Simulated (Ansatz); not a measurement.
# Relaxing a structure of WS2

The start is a generated cell, WS2 placed in the AFLOW prototype A2B_tI12_140_h_a (C16, as in Al2Cu). A full variable-cell relaxation at zero pressure is run with r2SCAN (plane waves to 500 eV, PAW, scalar-relativistic; Ansatz, a first-principles code). The first steps use a coarse 6×6×6 k-mesh.

Input geometry:
```
WS2
1.0
   -3.24019     3.24019     2.60717
    3.24019    -3.24019     2.60717
    3.24019     3.24019    -2.60717
S W
4 2
Direct
  0.15800   0.65800   0.81600
  0.34200   0.15800   0.50000
  0.65800   0.84200   0.50000
  0.84200   0.34200   0.18400
  0.75000   0.75000   0.00000
  0.25000   0.25000   0.00000
```

Q: What pressure does the first self-consistent step give?

A: -15 GPa (negative: the cell is under tension).

Q: What is the largest force in the starting geometry, and on which atom (counted from 1)?

A: About 0.9 eV/Å, on S1, S2, S3, S4 (atoms numbered as listed).

Q: How does the volume per atom move from start to end?

A: -14.3 %, from 18.25 to 15.63 Å³/atom.

Q: What band gap does the relaxed structure have at this level?

A: Zero (metallic).

Q: What does it relax into? Give the structure.

A: 
```cif
data_S8W4
_chemical_formula_sum 'S8 W4'
_space_group_name_H-M_alt 'I4/mcm'
_space_group_IT_number 140
_space_group_name_Hall '-I 4 2c'
_cell_length_a 5.76677
_cell_length_b 5.76677
_cell_length_c 5.64102
_cell_angle_alpha 90.000
_cell_angle_beta 90.000
_cell_angle_gamma 90.000
loop_
_atom_site_label
_atom_site_type_symbol
_atom_site_symmetry_multiplicity
_atom_site_Wyckoff_symbol
_atom_site_fract_x
_atom_site_fract_y
_atom_site_fract_z
_atom_site_occupancy
S1 S 8 h 0.17298 0.32702 0.00000 1
W1 W 4 a 0.00000 0.00000 0.25000 1
```
(The calculation used a cell of 6 atoms; values per cell refer to that cell.)

The space group stays I4/mcm (No. 140) (the run could not lower it), with 6 atoms in the primitive cell. Final values are on a 12×12×12 k-mesh of the relaxed cell. No spin polarisation in the result.

The run could not lower the symmetry of its start; a shaken copy of this end point relaxes with r2SCAN to C2/c (No. 15), 0.36 eV/atom lower.

The relaxed structure here is a generated cell of WS2: the first start was made by placing the elements on the sites of a structure type, and the end was not matched to a known phase here, so it may be hypothetical. Known forms of WS2 include space group No. 194.
